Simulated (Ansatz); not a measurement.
## Structure relaxation, ZrS₃

The relaxed structure here is a generated cell of ZrS3: the first start was made by placing the elements on the sites of a structure type, and the end was not matched to a known phase here, so it may be hypothetical.

The start is a generated cell, ZrS3 placed in the AFLOW prototype AB3_hR8_148_c_f (D0_5, as in BiI3). Cell shape, volume and atoms are optimised at zero target pressure with PBE (plane waves to 420 eV, PAW, scalar-relativistic; Ansatz, a first-principles code). First-step values are on the input's coarse k-mesh.

Ansatz input (later rounds restart from its end on a renewed k-mesh):
Ansatz 0.2 input:
```yaml
crystal:
  lattice:
    - [3.0025473, 1.7335215, 5.5226984]
    - [-3.0025473, 1.7335215, 5.5226984]
    - [0, -3.467043, 5.5226984]
  atoms:
    - { symbol: Zr, position: [0.33333, 0.33333, 0.33333] }
    - { symbol: Zr, position: [0.66667, 0.66667, 0.66667] }
    - { symbol: S, position: [0.088, 0.755, 0.421] }
    - { symbol: S, position: [0.421, 0.088, 0.755] }
    - { symbol: S, position: [0.755, 0.421, 0.088] }
    - { symbol: S, position: [0.912, 0.245, 0.579] }
    - { symbol: S, position: [0.579, 0.912, 0.245] }
    - { symbol: S, position: [0.245, 0.579, 0.912] }
basis: { ecutwfc: 420, ecutrho_ratio: 4, xc_grid: 2, fft_grid_basis: typed }
kpoints: { mp_grid: { grid: [5, 5, 5] } }
hamiltonian:
  xc: pbe
  dispersion: none
  pseudopotentials: { kind: paw }
scf: { occupations: { method: fermi_dirac, width: 0.05 } }
relax: { f_tol: 0.01, max_steps: 100, cell: { stress_tol: 0.02 } }
output: { forces: true, stress: true }
```

Q: How large is the pressure on the unrelaxed cell, and of which sign?

A: +7 GPa (positive: the cell is compressed).

Q: What is the largest force in the starting geometry, and on which atom (counted from 1)?

A: About 0.7 eV/Å, on S3, S4, S5, S6, S7, S8 (atoms numbered as listed).

Q: How much energy is released per atom?

A: 0.20 eV/atom.

Q: How does the volume change?

A: -16.5 %, from 21.56 to 18.00 Å³/atom.

Q: How do the shortest distances between atoms change?

A: The closest pairs of elements (up to four, under 3.6 Å), start → end: S–Zr 2.48 → 2.60 Å; S–S 3.29 → 2.78 Å; Zr–Zr 3.47 → 4.27 Å.

Q: Is the relaxed structure metallic? Give its gap.

A: Zero (metallic).

Q: What does it relax into? Give the structure.

A: 
```cif
data_S18Zr6
_chemical_formula_sum 'Zr6 S18'
_space_group_name_H-M_alt 'R-3c :H'
_space_group_IT_number 167
_space_group_name_Hall '-R 3 2"c'
_cell_length_a 6.62625
_cell_length_b 6.62625
_cell_length_c 11.36378
_cell_angle_alpha 90.000
_cell_angle_beta 90.000
_cell_angle_gamma 120.000
loop_
_atom_site_label
_atom_site_type_symbol
_atom_site_symmetry_multiplicity
_atom_site_Wyckoff_symbol
_atom_site_fract_x
_atom_site_fract_y
_atom_site_fract_z
_atom_site_occupancy
Zr1 Zr 6 a 0.00000 0.00000 0.25000 1
S1 S 18 e 0.60699 0.60699 0.25000 1
```
(The calculation used a cell of 8 atoms; values per cell refer to that cell.)

Final values are on a 9×9×9 k-mesh of the relaxed cell. No spin polarisation in the result.

The run could not lose the symmetry of its start: the end is stationary, and may be a saddle point rather than a minimum.
